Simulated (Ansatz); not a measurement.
## Energy and pressure of CoO against volume, without spin

These are results of DFT PBE+U, scalar-relativistic, plane waves, PAW in Ansatz, not measurements.

```
Co O
1.0
     1.50547    0.86918    2.43993
    -1.50547    0.86918    2.43993
     0.00000   -1.73837    2.43993
Co O
1 1
Direct
  0.00000 0.00000 0.00000
  0.50000 0.50000 0.50000
```

```
plane-wave cutoff                                : 420 eV
Γ-centred k-mesh                                 : 12×12×12
occupation rule                                  : Gaussian smearing, 0.02 eV
U_eff on Löwdin-orthogonalised atomic d orbitals : Co 3.32 eV
spin treatment                                   : unpolarised
```

The cell is scaled evenly at fixed fractional positions, V₀ being the volume of the cell shown; start: no spin polarisation. Energies are extrapolated to zero smearing. A spin-polarised state can lie lower, at larger volumes above all.

| V/V₀ | E above lowest (meV/atom) | P (GPa) |
| --- | --- | --- |
| 0.800 | 100.3 | 36.4 |
| 0.860 | 15.0 | 12.7 |
| 0.920 | 0.0 | -3.3 |
| 0.960 | ? | ? |
| 1.000 | 52.2 | -17.4 |
| 1.040 | 99.7 | -22.1 |
| 1.100 | ? | ? |
| 1.180 | 330.9 | -31.7 |

(1) Fill in the withheld rows.

Results:

(1) The withheld rows:

| V/V₀ | E above lowest (meV/atom) | P (GPa) |
| --- | --- | --- |
| 0.960 | 17.8 | -11.2 |
| 1.100 | 188.9 | -27.3 |